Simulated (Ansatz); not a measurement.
Given:

AlCo:
```
CELL_PARAMETERS angstrom
      2.85197     0.00000     0.00000
      0.00000     2.85197     0.00000
      0.00000     0.00000     2.85197
ATOMIC_POSITIONS crystal
  Al 0.50000 0.50000 0.50000
  Co 0.00000 0.00000 0.00000
```

This is the PBE-relaxed structure.

All from PBE (plane waves, PAW; program Ansatz), unless another level is named. Predict the formation energy from the elements (no fitted shifts).

-0.59 eV/atom.

And the density of states at the Fermi level?

0.33 states/eV per atom (mean over ±0.08 eV).

Space group Pm-3m (CsCl type). The PBE relaxation kept the symmetry of its start. The workflow began spin-polarised and lost its moments. The references are the lowest solids computed at this level, not always the standard phases.

Potentials: the later of the program's two PAW sets.
